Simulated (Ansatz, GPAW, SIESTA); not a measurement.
## SnTe3: programs and potentials compared

```
Te Sn
1.0
     0.00000    3.86122    3.86122
     3.86122    0.00000    3.86122
     3.86122    3.86122    0.00000
Te Sn
3 1
Cartesian
  3.8612 3.8612 3.8612
  5.7918 5.7918 5.7918
  1.9306 1.9306 1.9306
  0.0000 0.0000 0.0000
```

The cell comes from a database or a generator and needn't be the stable form of this composition.

Alike in all runs: task band structure; functional PBE; k mesh 6 × 6 × 6; occupations fermi-dirac, width 0.05 eV; no spin polarisation; no spin-orbit coupling. Pressure is positive in compression and, in plane waves, holds the error of the finite cutoff, which Ansatz's Pulay term estimates and takes out.

| program and potentials | plane-wave cutoff (eV) | notes | pressure (GPa) |
| --- | --- | --- | --- |
| Ansatz, Ansatz PAW | 420 | 15.5 valence electrons an atom on average; Pulay term of +0.03 GPa included | 0.14 |
| SIESTA, files PseudoDojo sr-pbe-0.4.1-standard, DZP (energy shift 0.003 Ry; two zetas on semicore shells) | - | atomic basis; 15.5 valence electrons an atom on average | 1.39 |
| GPAW, GPAW PAW data sets (gpaw-data 1.2.1) | 600 | 8 valence electrons an atom on average | -0.26 |
| Ansatz, all-electron LAPW, scalar-relativistic | - | - | 0.15 |

The pressure spans -0.26 (GPAW, GPAW PAW data sets (gpaw-data 1.2.1)) to 1.39 GPa (SIESTA, files PseudoDojo sr-pbe-0.4.1-standard, DZP (energy shift 0.003 Ry; two zetas on semicore shells)), with all-electron results at 0.15. Rows in atomic bases carry the error of their basis and grid, which can be large.

The functional is the same throughout but for its coding, so the spread measures potentials, basis and numerics; runs on potential files found faulty are left out.
